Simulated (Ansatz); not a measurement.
# Slab of rocksalt TiC (100), 3 layers

The slab is cut from the rocksalt crystal, which needn't be the stable phase, as relaxed on PAW files (9.67 Å³/atom), with 16 Å of vacuum and a dipole correction:

```
CELL_PARAMETERS angstrom
3.01291 0.00000 0.00000
0.00000 3.01291 0.00000
0.00000 0.00000 20.26090
ATOMIC_POSITIONS crystal
Ti 0.25000 0.25000 0.39485
C 0.75000 0.75000 0.39485
Ti 0.75000 0.75000 0.50000
C 0.25000 0.25000 0.50000
Ti 0.25000 0.25000 0.60515
C 0.75000 0.75000 0.60515
```

All numbers are LDA results (scalar-relativistic) from Ansatz 0.2.0, with a Γ-centred 11×11×1 k mesh, Fermi–Dirac smearing of 0.08 eV, no spin polarisation. Methods: LAPW: all electrons, basis error target 1 meV/atom; PAW: frozen-core files, cutoff 420 eV.

The bulk energy comes from a cell in the slab's orientation on a 11×11×8 mesh. The surface energy is (E(slab) − N·E(bulk))/2A at zero smearing, the mean of both faces; thin slabs carry quantum-size effects.

The PAW files were made under PBE.

Problem. As cut, the LAPW slab lies 2.530 eV above 6 atoms of bulk. What surface energy is that?

Solution. Over two faces of 9.08 Å² it is 139.4 meV/Å², and times 16.02 J/m² per eV/Å² that gives γ = 2.233 J/m².

Problem. What do relaxation and the other method give, and what work function comes out?

Solution. 

```
method  γ as cut (J/m²)  γ relaxed (J/m²)  Φ as cut (eV)  Φ relaxed (eV)
  LAPW            2.233             2.130           4.31            4.75
   PAW            2.231             2.127           4.31            4.75
```

Problem. How do the spacings between the planes relax?

Solution. From the bottom face up: d12 -1.2 % of 2.130 Å, d23 -1.2 % of 2.130 Å. The outer plane rumples by 0.091 Å.

Problem. What changes if the images along the normal are cut off in place of the dipole correction?

Solution. LAPW then gives: no gap, work function 4.75 eV; PAW: no gap, work function 4.75 eV.

Problem. In the relaxed 1×1 cell, replace the outer, then the middle Ti by V, which changes a whole layer. What shift does this Z+1 picture give?

Solution. E(outer) − E(middle) = +0.05 eV by LAPW and +0.05 eV by PAW; a positive value puts the surface line at higher binding energy.
